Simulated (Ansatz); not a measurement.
The relaxed structure here is a generated cell of Co2Si: the first start was made by placing the elements on the sites of a structure type, and the end was not matched to a known phase here, so it may be hypothetical.

A relaxed structure of Co₂Si. Space group P4/nmm (No. 129), AFLOW prototype A2B_tP6_129_ac_c (C38, as in Cu2Sb). All values below come from r2SCAN (plane waves to 500 eV, PAW, scalar-relativistic; Ansatz, a quantum-chemistry and plane-wave program).

```xyz
6
Lattice="3.4464 0.0000 0.0000 0.0000 3.4464 0.0000 0.0000 0.0000 5.6736" Properties=species:S:1:pos:R:3 pbc="T T T"
Co     0.0000     0.0000     0.0000
Co     1.7232     1.7232     0.0000
Co     1.7232     0.0000     1.9311
Co     0.0000     1.7232     3.7424
Si     1.7232     0.0000     4.1838
Si     0.0000     1.7232     1.4897
```

Question: Predict the magnetic moment from r2SCAN.

Answer: Net 0.63 μB/atom, ferromagnetic.

Spin state reached: ferromagnetic (net 0.63 μB/atom), from parallel starting moments; other spin orders were not run from this start. r2SCAN tends to overstate moments in metals.

The run could not lose the symmetry of its start: the end is stationary, and may be a saddle point rather than a minimum.
